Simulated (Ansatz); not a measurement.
This run works on a proposed trial structure, not on a known crystal.

Input and command of a plane-wave DFT calculation in Ansatz:

```yaml
crystal:
  lattice:
    - [3.254446718, 0.0, 0.0]
    - [0.0, 3.254446718, 0.0]
    - [0.0, 0.0, 12.2468348209]
  atoms:
    - { symbol: Ta, position: [0.0, 0.0, 0.0067285319] }
    - { symbol: Ge, position: [0.5, 0.5, 0.1296083909] }
    - { symbol: W, position: [0.5, 0.5, 0.6231181818] }
    - { symbol: W, position: [0.0, 0.0, 0.7517098224] }
    - { symbol: W, position: [0.0, 0.0, 0.2439316954] }
    - { symbol: W, position: [0.5, 0.5, 0.3695781723] }
    - { symbol: W, position: [0.5, 0.5, 0.8776409362] }
    - { symbol: W, position: [0.0, 0.0, 0.497684269] }
basis:
  ecutwfc: 420
kpoints:
  mp_grid: { grid: [10, 10, 4] }
hamiltonian:
  xc: pbe
scf:
  occupations: { method: gaussian, width: 0.1 }
output:
  forces: true
  stress: true
  eigenvalues: true
relax:
  adjacent_minimum: "off"
  f_tol: 0.01
  max_steps: 80
  cell: { stress_tol: 0.05 }
```

```bash
ansatz run input.yaml --threads 1 --pin off --max-ram 2560MiB --backend cpu --events-out ev --progress --plain --runs-dir out
```

Processor: Arm Neoverse V2, 1 thread, on a host shared with other jobs.

Estimate time, memory and problem size.

About 5 min, peak memory 0.69 GiB. It solves 67 bands at 63 k points (after reduction by symmetry) with about 2553 plane waves (on the last cell), in 44 SCF iterations over 6 ionic steps.
